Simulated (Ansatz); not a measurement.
# YTl: relaxed-ion elastic tensor

These are results of Ansatz 0.2.0, DFT LDA, scalar-relativistic, plane waves, PAW, not measurements. Settings: 420 eV plane-wave cutoff, Γ-centred 12×12×12 mesh, Fermi-Dirac smearing of 0.15 eV. No spin polarisation.

Equilibrium structure at this level:
```xyz
2
Lattice="3.6963 0.0000 0.0000 0.0000 3.6963 0.0000 0.0000 0.0000 3.6963" Properties=species:S:1:pos:R:3 pbc="T T T"
Y     1.8482    1.8482    1.8482
Tl    0.0000    0.0000    0.0000
```

In a metal, frequencies and elastic constants depend on the k mesh and the smearing, soft modes and shear constants most. Spin–orbit coupling is left out, which can shift energies with elements as heavy as these.

Q: Give the relaxed-ion elastic constants (GPa, Voigt order xx yy zz yz xz xy, on the axes of the cell above).

A:
C11 = 76.3, C12 = 64.8, C13 = 64.8, C22 = 76.3, C23 = 64.8, C33 = 76.3, C44 = 37.7, C55 = 37.7, C66 = 37.7 GPa; the others vanish.

Q: Is the crystal stable against homogeneous strain?

A: Too close to call: the least eigenvalue is 11.5 GPa, within what the k mesh leaves open in a metal.

Cost: 1 run of about 1.5 core-minutes, on Arm Neoverse V1 (shared hosts).